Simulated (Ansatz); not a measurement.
An Ansatz (an electronic-structure program) run. Input:

Ansatz 0.2 input:
```yaml
crystal:
  lattice:
    - [4.1851889065, 0.0, 0.0]
    - [0.0, 4.1851889065, 0.0]
    - [0.0, 0.0, 2.6688384446]
  atoms:
    - { symbol: Si, position: [0.0, 0.0, 0.0] }
    - { symbol: Si, position: [0.5, 0.5, 0.5] }
    - { symbol: O, position: [0.3061009901, 0.3061009901, 0.0] }
    - { symbol: O, position: [0.8061009901, 0.1938990099, 0.5] }
    - { symbol: O, position: [0.1938990099, 0.8061009901, 0.5] }
    - { symbol: O, position: [0.6938990099, 0.6938990099, 0.0] }
kpoints:
  mp_grid: { grid: [4, 4, 6] }
hamiltonian:
  xc: hse06
  pseudopotentials: { kind: paw }
scf:
  n_extra_bands: 6
  occupations: { method: fixed }
output:
  eigenvalues: true
  eigenstates:
    e_range: [-9.0, 17.8]
    kpoints:
      - [0.0, 0.0, 0.0]  # VBM
      - [0.0, 0.0, 0.0]  # CBM
      - [0.0, 0.0, 0.0]  # GAMMA
      - [0.0, 0.0, 0.5]  # Z
      - [0.5, 0.5, 0.0]  # M
      - [0.5, 0.5, 0.5]  # A
      - [0.0, 0.5, 0.5]  # R
      - [0.0, 0.5, 0.0]  # X
```

Output (shortened):

```
Pseudopotentials: kind: paw
Pseudopotential: Si, paw, valence charge 4
Pseudopotential: O, paw, valence charge 6
Functional definition: HSE06
davidson cushion auto → on  (no smearing: the cushion is to keep the highest requested band from converging to the state above it …
Crystal: 6 atoms, lattice volume = 46.747 Å³
Basis set: ecut = 420 eV, 913 PW (Γ)
Bands: 22, of which v1, the nominal top of the filled ones, is band 16 counted from 1 (15 counted from 0)
Symmetry: 16 space group operations
Space group: P42/mnm (ITA 136), of the structure as read, at distance tolerance 3.6e-5 Å
k-points: 24 of 96
PAW frozen core: Si, regenerated for the run's functional, and the local potential with it
PAW frozen core: O, regenerated for the run's functional, and the local potential with it
Initial wavefunctions: pseudopotential atomic-orbital guess
Eigensolver: davidson
Functional: x = pbe(κ = 0.804, μ = 0.2195149727645171), c = pbe(β = 0.06672455060314922), warm-up for x = pbe(κ = 0.804, μ = 0.2195149727645171) + 0.25 (exact …
SCF iter   1: F=—  HF=-3546.984750 eV  |F-HF|=—  |Δ(HF+E_count)|=         —  Δρ=3.32e-3  dr2=1.89e-3  ethr=1.77e-3  ⟨swp⟩=2.0  Hψ=3953  notcnv=0
preconditioner: auto → none
SCF iter   2: F=-3546.984965 eV  HF=-3546.984872 eV  |F-HF|=9.31e-5  |Δ(HF+E_count)|=   1.22e-4  Δρ=1.47e-3  dr2=2.70e-4  ethr=5.90e-6  ⟨swp⟩=4.1  Hψ=1546  notcnv=0  defer=3
SCF 1 stopped early in 2 iterations: F = -3546.984965 eV  dr2 = 2.70e-4
Crystal: 6 atoms, lattice volume = 46.747 Å³
Initial density: handed on by an earlier stage of this run
Initial wavefunctions: those handed on with the density
Functional: x = pbe(κ = 0.804, μ = 0.2195149727645171) + 0.25 (exact − pbe) at short range (hse, ω = 0.20786987370883472 Å⁻¹), c = pbe(β = 0.06672455060314922); HSE06 as pw.x's `hse` composes it (authors' and Libxc's form: `xc: wpbeh`)
Exchange kernel: α = 0.2500, screened, ω = 0.2079 Å⁻¹, Wigner–Seitz truncation, v(0) = 1037.2361 eV·Å³, q-mesh 4×4×6, nearest image of the exchange supercell L …
Frozen-core exchange: fock
SCF iter   1: F=—  HF=-3547.834939 eV  |F-HF|=—  |Δ(HF+E_count)|=         —  Δρ=9.16e-3  dr2=2.22e-2  ethr=8.43e-6  ⟨swp⟩=6.8  Hψ=2582  notcnv=0
preconditioner: auto → none
SCF iter   2: F=—  HF=-3547.826258 eV  |F-HF|=—  |Δ(HF+E_count)|=   8.68e-3  Δρ=4.50e-3  dr2=3.94e-3  ethr=8.43e-6  ⟨swp⟩=4.0  Hψ=1693  notcnv=0
SCF iter   3: F=—  HF=-3547.834802 eV  |F-HF|=—  |Δ(HF+E_count)|=   8.54e-3  Δρ=1.56e-3  dr2=1.06e-3  ethr=8.43e-6  ⟨swp⟩=3.5  Hψ=1388  notcnv=0
iter 4 solved again at ethr=2.11e-7 eV; its pass at ethr=3.20e-6 eV (dr2=6.75e-5 eV) is discarded
SCF iter   4: F=—  HF=-3547.834481 eV  |F-HF|=—  |Δ(HF+E_count)|=   3.21e-4  Δρ=4.64e-4  dr2=7.41e-5  ethr=2.11e-7  ⟨swp⟩=2.2  Hψ=2747  notcnv=0
SCF iter   5: F=-3547.834539 eV  HF=-3547.834540 eV  |F-HF|=1.00e-6  |Δ(HF+E_count)|=   5.94e-5  Δρ=1.39e-4  dr2=5.14e-6  ethr=2.11e-7  ⟨swp⟩=3.9  Hψ=1485  notcnv=0
SCF 2 stopped early in 5 iterations: F = -3547.834539 eV  dr2 = 5.14e-6
hybrid outer 1: dexx = +1.095e-2 eV, tail = 2.40e-5 eV
Crystal: 6 atoms, lattice volume = 46.747 Å³
Exchange kernel: α = 0.2500, screened, ω = 0.2079 Å⁻¹, Wigner–Seitz truncation, v(0) = 1037.2361 eV·Å³, q-mesh 4×4×6, nearest image of the exchange supercell L …
Frozen-core exchange: fock
SCF iter   1: F=—  HF=-3547.834560 eV  |F-HF|=—  |Δ(HF+E_count)|=         —  Δρ=9.35e-5  dr2=3.01e-6  ethr=3.75e-7  ⟨swp⟩=3.1  Hψ=1259  notcnv=0
preconditioner: auto → none
iter 2 solved again at ethr=6.35e-10 eV; its pass at ethr=8.84e-9 eV (dr2=2.03e-7 eV) is discarded
SCF iter   2: F=—  HF=-3547.834559 eV  |F-HF|=—  |Δ(HF+E_count)|=   6.96e-7  Δρ=2.65e-5  dr2=2.18e-7  ethr=6.35e-10  ⟨swp⟩=2.9  Hψ=2615  notcnv=0  defer=1
SCF iter   3: F=-3547.834559 eV  HF=-3547.834559 eV  |F-HF|=9.39e-9  |Δ(HF+E_count)|=   5.36e-8  Δρ=7.29e-6  dr2=2.91e-8  ethr=6.17e-10  ⟨swp⟩=3.1  Hψ=1469  notcnv=0
SCF 3 converged in 3 iterations: F = -3547.834559 eV  dr2 = 2.91e-8
hybrid outer 2: dexx = +1.640e-7 eV, tail = 6.44e-8 eV, Δε = 2.84e-3 eV (about 2.13e-4 eV left of the loop's levels)
the search or the solves at the SCF's close seem to have found levels that the self-consistency loop had missed (the run counts 3) …
NSCF: frozen V_eff on 8 k-points
hybrid SCF converged: 2 outer / 8 inner (+2 warm-up), last move |dexx| = 1.64e-7 eV, tail = 6.44e-8 eV
Stability not checked (fock_operator)
Free energy (F): -3547.834559 eV
Frozen-core exchange: fock
Harris-Foulkes:  -3547.834559 eV  (|F-HF|=9.39e-9)
Internal energy: -3547.834559 eV  (E = F + TS)
E sigma→0 (E₀):  -3547.834559 eV
Fermi energy:    9.145295 eV
--- Per-component energies (eV) ---
  E_band       = 5.569926
  E_kinetic    = 818.819685
  E_local      = -1220.023107  (includes V_loc(G=0)·N_el)
  E_nonlocal   = 230.312584
  E_hartree    = 435.210429
  E_xc         = -331.575630
  E_vxc        = -383.098059  (∫ρ·V_xc dr)
  E_exx        = -92.754267  (= α·E_x^exact, valence–valence)
  E_paw        = -1650.624897  (= ΣΔE_a)
  E_vpaw       = -125.367737  (= ΣTr[D̂ρ^β])
  E_aug_tail   = 0.010072  (compensation charges beyond the density's cutoff)
  E_ewald      = -1736.984555
  E_core_change = -0.224872  (= ΣΔE_core)
  E_smearing   =  0.000000  (= −TS)
  E_closure    = 0.000000  (closes the sum)
  Σ components = -3547.834559   (vs F -3547.834559, Δ=0.00e0)
  [band-id]    e_kinetic+e_local+e_nonlocal+2·e_hartree+e_vxc+2·e_exx+e_vpaw+e_augmentation_tail = 5.565762   (vs E_band 5.569926, Δ=-4.16e-3)
--- Band table (eV; the first three rows and the last of 24) ---
  k-point 0: bands = ["-15.0125", "-11.2373", "-11.2373", "-10.9603", "-2.2207", "2.4911", "2.4911", "2.5517", "3.6575", "4.0136", "6.0803", "6.0803", "6.7346", "8.3206", "8.3206", "9.1453", "16.8060", "17.8777", "19.7556", "19.7556", "22.3229", "23.1671"]
  k-point 1: bands = ["-14.6270", "-11.0468", "-11.0468", "-10.9384", "-2.0667", "2.7402", "2.8257", "2.8257", "2.9807", "3.4083", "4.8815", "4.8815", "5.5512", "8.0213", "8.0213", "8.7840", "18.0235", "19.8019", "21.3320", "21.3320", "21.4132", "24.3576"]
  k-point 2: bands = ["-13.5680", "-11.1949", "-10.6270", "-10.6270", "-1.7255", "1.3549", "1.9796", "2.8958", "2.8958", "3.7486", "3.7486", "4.0152", "4.1916", "7.1233", "7.1233", "7.6439", "19.3201", "21.9135", "22.1052", "23.8474", "23.8474", "24.9681"]
  k-point 23: bands = ["-11.8478", "-11.8478", "-10.6300", "-10.6300", "-2.0690", "-2.0690", "0.6391", "0.6391", "4.5779", "4.5779", "4.6720", "4.6720", "7.3420", "7.3420", "7.4871", "7.4871", "18.4540", "18.4540", "22.3148", "22.3148", "23.0226", "23.0226"]
  band table: 22 of 22 bands, residual norms ≤ 1.0e-3 eV
```

Cost: about 80 core-seconds (a rough figure) on shared cores.

The points marked VBM and CBM come from a semilocal run.

Space group P4_2/mnm (rutile). This is a known high-pressure phase of the composition, computed here at zero pressure and temperature. The cell was relaxed with r²SCAN under the symmetry of its start; whether a distortion lowers the energy is not shown.

Potentials: the later of the program's two PAW sets.

Ansatz is a plane-wave DFT program.
